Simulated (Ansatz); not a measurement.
Input:

LaAl₂Ge₂:
```
CELL_PARAMETERS angstrom
      4.29505     0.00000     0.00000
     -2.14753     3.71963     0.00000
      0.00000     0.00000     7.04760
ATOMIC_POSITIONS crystal
  La 0.00000 0.00000 0.00000
  Al 0.66667 0.33333 0.36423
  Al 0.33333 0.66667 0.63577
  Ge 0.66667 0.33333 0.72728
  Ge 0.33333 0.66667 0.27272
```

This is the r²SCAN-relaxed structure.

**Question.** All from the program Ansatz at the r²SCAN level (PAW), unless another level is named. Predict the electronic character.

**Answer.** metallic (no gap).

**Question.** Give the formation energy from the elements (no fitted shifts).

**Answer.** -0.55 eV/atom.

**Question.** Next, the density of states at the Fermi level?

**Answer.** 0.36 states/eV per atom (mean over ±0.08 eV).

Space group P-3m1. The workflow started from a Materials Project entry (that database holds measured and hypothetical structures alike); the Crystallography Open Database files this formula in space group No. 164, but the cells were not matched. Whether it is the stable phase at ambient conditions was not checked. The r²SCAN relaxation kept the symmetry of its start; its stability against distortions is not shown here. The references are the lowest solids computed at this level, not always the standard phases. Scalar-relativistic: spin–orbit coupling is off unless named, which matters more the heavier the elements.

Potentials: the later of the program's two PAW sets.
